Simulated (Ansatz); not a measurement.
Sn:
```
Sn
1.0
   -2.92817     2.92817     1.56765
    2.92817    -2.92817     1.56765
    2.92817     2.92817    -1.56765
Sn
2
Direct
  0.75000   0.25000   0.50000
  0.00000   0.00000   0.00000
```

Relaxed with PBEsol. Special points in fractions of this cell's reciprocal vectors: Γ (0.000, 0.000, 0.000); X (0.000, 0.000, 0.500); M (-0.500, 0.500, 0.500); Z (0.322, 0.322, -0.322); Z0 (-0.322, 0.678, 0.322); P (0.250, 0.250, 0.250); N (0.000, 0.500, 0.000).

Problem. List the band energies nearest the Fermi level at these points for PBEsol (plane waves, PAW; program Ansatz).

Solution. In eV from the Fermi level; about four levels below and three above (degenerate sets whole), none deeper than 8.9 eV; points with the same levels are listed once.

```
k                    below                above
-  -----------------------  -------------------
Γ        -3.81 -2.08 -2.08       2.87 6.11 6.11
X                        –  0.50 0.50 1.43 1.43
M  -7.67 -7.67 -4.89 -4.89  5.38 5.38 9.22 9.22
Z  -5.58 -3.15 -2.88 -2.88       2.98 5.53 5.53
P  -5.90 -5.90 -3.60 -3.60  3.56 3.56 3.95 3.95
N  -5.39 -2.35 -1.79 -1.09       2.24 2.84 4.68
```

Space group I4_1/amd (β-Sn type). Symmetry was held in the PBEsol relaxation. Spin–orbit coupling is left out wherever it is not named.

Potentials: the later of the program's two PAW sets.
